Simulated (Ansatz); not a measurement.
Polymorphs of MgO, each relaxed with plane-wave PAW r²SCAN (Ansatz code):

A: rock salt (Fm-3m)
a = b = c = 4.208 Å, α = β = γ = 90.00°

```
atom  site  symmetry       x       y       z
----  ----  --------  ------  ------  ------
Mg      4a      m-3m  0.0000  0.0000  0.0000
O       4b      m-3m  0.5000  0.5000  0.5000
```

B: R-3m
a = 2.9629 Å, b = 2.9629 Å, c = 59.2849 Å, α = 90.00°, β = 90.00°, γ = 120.00°

```json
[
 {"atom": "Mg", "site": "6c", "symmetry": "3m", "x": "0.0000", "y": "0.0000", "z": "0.3756"},
 {"atom": "Mg", "site": "6c", "symmetry": "3m", "x": "0.0000", "y": "0.0000", "z": "0.2077"},
 {"atom": "Mg", "site": "6c", "symmetry": "3m", "x": "0.0000", "y": "0.0000", "z": "0.0846"},
 {"atom": "Mg", "site": "3b", "symmetry": "-3m", "x": "0.0000", "y": "0.0000", "z": "0.5000"},
 {"atom": "Mg", "site": "3a", "symmetry": "-3m", "x": "0.0000", "y": "0.0000", "z": "0.0000"},
 {"atom": "O", "site": "6c", "symmetry": "3m", "x": "0.0000", "y": "0.0000", "z": "0.1462"},
 {"atom": "O", "site": "6c", "symmetry": "3m", "x": "0.0000", "y": "0.0000", "z": "0.4385"},
 {"atom": "O", "site": "6c", "symmetry": "3m", "x": "0.0000", "y": "0.0000", "z": "0.3129"},
 {"atom": "O", "site": "6c", "symmetry": "3m", "x": "0.0000", "y": "0.0000", "z": "0.2692"}
]
```

Question: Order them by energy per atom at 0 K (lowest first) at the level r²SCAN.

Answer: A (+0 meV/atom), B (+66 meV/atom)

Question: Give each one's gap.

Answer: A 5.68 eV; B 4.98 eV.

Not the usual ambient phase: B. All cells were relaxed under the symmetry of their starts (and spin orders); stability against distortions was not tested throughout.

Energies hold the estimated change up to a 700 eV cutoff; steps of a few meV lie near the error of the meshes.

Potentials: the earlier of the program's two PAW sets.
